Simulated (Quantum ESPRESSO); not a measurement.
# Zr2WF2O6: a curve over one atom's position

Computed values, not a measurement. The program is pw.x of Quantum ESPRESSO 7.5 (plane-wave density functional theory). The cell is made up: 11 atoms on a rutile lattice with one site empty, with randomly drawn elements, strain and displacements, not relaxed. PseudoDojo standard norm-conserving files (v0.5 for PBE, v0.4.1 for LDA and PBEsol) set the functional; there is no spin polarisation, spin-orbit coupling or dispersion term, and the masses in the input are unused placeholders. A spin-polarised start on this cell or one of its family kept no moment above 0.05 Bohr magneton at the same smearing; a narrower smearing was not tried.

Seven runs move atom 7 (O, counted in the order of the input) along y and keep all else fixed.

Input of the run at +0.0068:

```
&control calculation='scf', pseudo_dir='./dojo.nc.sr.pbe.v0_5.standard.upf', outdir='./o', disk_io='low', tprnfor=.true., tstress=.true. /
&system ibrav=0, nat=11, ntyp=4, nbnd=50, ecutwfc=84.00895049, nosym=.true., tot_charge=0,
 occupations='smearing', smearing='fd', degauss=0.0018374661
/
&electrons conv_thr=7.350e-09, electron_maxstep=60, /
ATOMIC_SPECIES
F 1.0 F.upf
O 1.0 O.upf
W 1.0 W.upf
Zr 1.0 Zr.upf
CELL_PARAMETERS angstrom
4.8757 0.0 0.0
0.0 4.8757 0.0
0.0 0.0 6.5075
ATOMIC_POSITIONS angstrom
Zr 0.0353 -0.0975 0.0452
Zr 2.4308 2.4661 1.5556
W 2.4399 2.4533 4.8401
F 1.4823 1.4948 0.0959
F 3.381 3.3717 0.0724
O 3.8527 0.993 1.4865
O 0.894 3.8781 1.6162
O 1.5252 1.5383 3.2713
O 3.4614 3.4155 3.2641
O 3.9072 0.9011 4.8764
O 0.9458 3.8358 5.0425
K_POINTS automatic
5 5 4 1 1 1
```

| shift of atom 7 along y (Å) | free energy less that of the input shown (eV) | Fx on atom 7 (eV/Å) | Fy on atom 7 (eV/Å) | Fz on atom 7 (eV/Å) | pressure (GPa) | next band up at Gamma (eV) | iterations |
| --- | --- | --- | --- | --- | --- | --- | --- |
| -0.0775 | -0.0225 | 0.360 | 0.073 | -2.351 | -8.12 | 0.845 | 20 |
| -0.0692 | -0.0228 | 0.411 | 0.003 | -2.335 | -8.14 | 0.843 | 20 |
| -0.0600 | -0.0225 | 0.467 | -0.073 | -2.316 | -8.16 | 0.841 | 20 |
| -0.0418 | -0.0198 | 0.575 | -0.219 | -2.276 | -8.20 | 0.838 | 18 |
| -0.0348 | -0.0181 | 0.615 | -0.274 | -2.260 | -8.22 | 0.836 | 18 |
| +0.0068 | 0.0000 | 0.842 | -0.597 | -2.154 | -8.27 | 0.828 | 18 |
| +0.0359 | 0.0206 | 0.991 | -0.818 | -2.071 | -8.29 | 0.822 | 18 |

A cubic fit gives dFy/dy = -7.67 eV/Å² at zero shift. Across the table the free energy follows the integral of the force to within 0.1 meV. A rerun of one of the cells at a cutoff of 1467 eV and k mesh 7 x 7 x 6 moved values by no more than 0.005 eV in energy, 0.02 GPa in stress and 0.004 eV/Å in force. The band column is the level of band 45 at Gamma less that of band 44, whose number is half the electron count, rounded up; it comes from a band step after each run.